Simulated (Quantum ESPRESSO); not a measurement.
## Band energies of LuH$_{2}$

```xyz
3
Lattice="0.0000 2.4946 2.4946 2.4946 0.0000 2.4946 2.4946 2.4946 0.0000" Properties=species:S:1:pos:R:3 pbc="T T T"
H      1.2473     1.2473     1.2473
H      3.7419     3.7419     3.7419
Lu     0.0000     0.0000     0.0000
```

PBEsol (Quantum ESPRESSO, PseudoDojo norm-conserving, 100 Ry, no spin-orbit coupling); path ΓXWKΓLUWLK,UX; energies in eV from the Fermi level.

```csv
k (1/Å),point,band 10,band 11,band 12,band 13,band 14,band 15,band 16,band 17
0.00,Γ,-4.63,-4.63,-4.63,-0.35,1.39,1.39,1.39,4.30
0.42,,-4.65,-4.65,-4.65,-2.56,1.94,1.94,2.64,4.60
0.84,,-4.68,-4.68,-4.66,-4.24,-0.32,3.61,3.61,5.56
1.26,X,-4.67,-4.67,-4.67,-3.84,-2.39,6.09,6.18,6.18
1.76,,-4.67,-4.67,-4.49,-4.22,-1.31,2.10,6.19,6.52
1.89,W,-4.68,-4.67,-4.36,-4.36,-1.12,1.75,6.19,6.64
2.33,K,-4.66,-4.66,-4.60,-4.09,-1.45,3.73,4.14,5.30
2.75,,-4.67,-4.66,-4.65,-4.04,0.09,2.74,3.62,5.77
3.16,,-4.68,-4.66,-4.64,-2.93,1.52,2.14,3.19,4.56
3.57,,-4.64,-4.64,-4.63,-0.67,1.42,1.42,1.78,4.23
3.67,Γ,-4.63,-4.63,-4.63,-0.35,1.39,1.39,1.39,4.30
3.97,,-4.65,-4.65,-4.63,-1.82,1.62,1.62,3.35,4.06
4.46,,-4.67,-4.67,-4.63,-3.67,1.63,1.63,4.99,4.99
4.76,L,-4.66,-4.66,-4.63,-3.79,1.46,1.46,5.00,5.88
4.87,,-4.66,-4.65,-4.63,-3.82,1.26,1.53,5.30,5.84
5.31,,-4.67,-4.66,-4.60,-4.16,-0.72,2.88,4.33,5.26
5.53,U,-4.66,-4.66,-4.60,-4.09,-1.45,3.73,4.14,5.30
5.75,,-4.67,-4.67,-4.53,-4.18,-1.30,2.45,5.51,5.59
5.98,W,-4.68,-4.67,-4.36,-4.36,-1.12,1.75,6.19,6.64
6.16,,-4.67,-4.66,-4.46,-4.32,-0.97,2.00,5.15,6.46
6.60,,-4.66,-4.65,-4.64,-3.93,0.58,1.81,5.38,5.94
6.87,L,-4.66,-4.66,-4.63,-3.79,1.46,1.46,5.00,5.88
6.95,,-4.66,-4.66,-4.63,-3.81,1.34,1.50,5.18,5.85
7.30,,-4.66,-4.66,-4.62,-4.08,-0.20,2.36,4.80,5.43
7.64,K,-4.66,-4.66,-4.60,-4.09,-1.45,3.73,4.14,5.30
7.64,U,-4.66,-4.66,-4.60,-4.09,-1.45,3.73,4.14,5.30
8.08,X,-4.67,-4.67,-4.67,-3.84,-2.39,6.09,6.18,6.18
```

A metal at this level: along this path band 14 crosses the Fermi level.

The 4f states are in the valence at their DFT position.

Geometry of the Materials Project entry, not relaxed at this level.
